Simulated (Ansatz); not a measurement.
Starting cell, MoS2 (2H-MoS2 type, space group P6_3/mmc):

```yaml
crystal:
  lattice:
    - [3.10903, 0.00000, 0.00000]
    - [-1.55452, 2.69250, 0.00000]
    - [0.00000, 0.00000, 11.70864]
  atoms:
    - { symbol: Mo, position: [0.33333, 0.66667, 0.25000] }
    - { symbol: Mo, position: [0.66667, 0.33333, 0.75000] }
    - { symbol: S, position: [0.33333, 0.66667, 0.61648] }
    - { symbol: S, position: [0.66667, 0.33333, 0.11648] }
    - { symbol: S, position: [0.66667, 0.33333, 0.38352] }
    - { symbol: S, position: [0.33333, 0.66667, 0.88352] }
```

In each cell atom 3 (S, nearest neighbour Mo at 2.380 Å; its periodic images, 3.1 Å or more away, move with it) moves by s·(-0.653, -0.377, 0.657) (towards the nearest neighbour), the rest being held.

The numbers are results of PBEsol-D3(BJ) (plane waves to 420 eV, PAW, scalar-relativistic; Ansatz, a first-principles code), not measurements. k mesh 10×10×3 (Γ-centred), Fermi-Dirac smearing 0.05 eV. E stands for the smeared free energy. MoS2 is run without spin polarisation. MoS2 was relaxed with its symmetry unable to fall. The PAW data are Ansatz's earlier set. The zero of ΔE is the undisplaced structure.

| s (Å) | ΔE (meV/cell) |
|---|---|
| -0.240 | 311 |
| -0.192 | 209 |
| -0.144 | 123 |
| -0.096 | withheld |
| -0.048 | 15 |
| 0.000 | 0 |
| 0.048 | 17 |
| 0.096 | 71 |
| 0.144 | 169 |
| 0.192 | 317 |
| 0.240 | 524 |

Question: Fit a polynomial form (powers 2, 3, 4) to the given rows and predict ΔE at s = -0.096.

Answer: Least squares on the 10 given rows: ΔE = (6926)·s² + (7689)·s³ + (5593)·s⁴, in meV/cell with s in Å; root-mean-square residual 0.2 meV/cell. At -0.096 the fit gives 58 meV/cell; the calculation gives 58 meV/cell, the same to the digits shown. The quadratic term alone would give 64 meV/cell.

(A displaced cell: forces are minus the slopes of the energy, force constants its curvatures, and phonons follow from these.)
